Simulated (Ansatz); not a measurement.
One crystal and one scan (frozen-phonon scan) at two levels, PBE (plane waves to 420 eV, PAW, scalar-relativistic; Ansatz, a program for electronic structure) and r2SCAN (plane waves to 500 eV, PAW, scalar-relativistic; Ansatz), each from its own relaxed cell and on its own mesh. The cell shown is that of PBE.

Starting cell, TiB2 (AlB2 type, space group P6/mmm):

```yaml
crystal:
  lattice:
    - [6.06397, 0.00000, 0.00000]
    - [-1.51599, 2.62578, 0.00000]
    - [3.03199, 0.00000, 3.22435]
  atoms:
    - { symbol: Ti, position: [0.00000, 0.00000, 0.00000] }
    - { symbol: Ti, position: [0.50000, 0.00000, 0.00000] }
    - { symbol: B, position: [0.91667, 0.66667, 0.50000] }
    - { symbol: B, position: [0.41667, 0.66667, 0.50000] }
    - { symbol: B, position: [0.08333, 0.33333, 0.50000] }
    - { symbol: B, position: [0.58333, 0.33333, 0.50000] }
```

The atoms are displaced by Q × the pattern below (from a DFPT mode at L = (0.5, 0.0, 0.5), largest move 1; Q in Å), at fixed cell. (q is in reciprocal vectors of the primitive cell; the cell shown is doubled to hold the pattern.)

```json
[
 {"atom": "B3", "x": "0.000", "y": "0.000", "z": "-1.000"},
 {"atom": "B4", "x": "0.000", "y": "0.000", "z": "1.000"},
 {"atom": "B5", "x": "0.000", "y": "0.000", "z": "1.000"},
 {"atom": "B6", "x": "0.000", "y": "0.000", "z": "-1.000"}
]
```

Atoms not listed stay in place.

TiB2 is run without spin polarisation. TiB2 was relaxed with its symmetry unable to fall. With partly filled bands, energies and forces of such displacements shift with the k mesh and the smearing. Percentages come from the unrounded values.

Results of PBE:

- Lattice constant a (Å) = 3.032
- Relaxed volume (Å³/atom) = 8.56
- Harmonic wavenumber from the curvature (finite differences) (cm⁻¹ (negative: imaginary)) = 591
- Shape of the curve = a single well with its minimum at or next to zero displacement

Question: What does r2SCAN give for the same quantities?

Answer: 
| quantity | r2SCAN | PBE − r2SCAN |
|---|---|---|
| Lattice constant a (Å) | 3.025 | +0.007 (+0.2 %) |
| Relaxed volume (Å³/atom) | 8.51 | +0.05 (+0.5 %) |
| Harmonic wavenumber from the curvature (finite differences) (cm⁻¹ (negative: imaginary)) | 607 | -16 (-2.5 %) |

PBE gives the higher value for: lattice constant a. PBE gives the lower value for: harmonic wavenumber from the curvature. They agree on: relaxed volume (within 0.6 %). Both give the same shape of the curve: a single well with its minimum at or next to zero displacement. Neither level is exact: the differences show how much the result hangs on the functional.

(A displaced cell: forces are minus the slopes of the energy, force constants its curvatures, and phonons follow from these.)
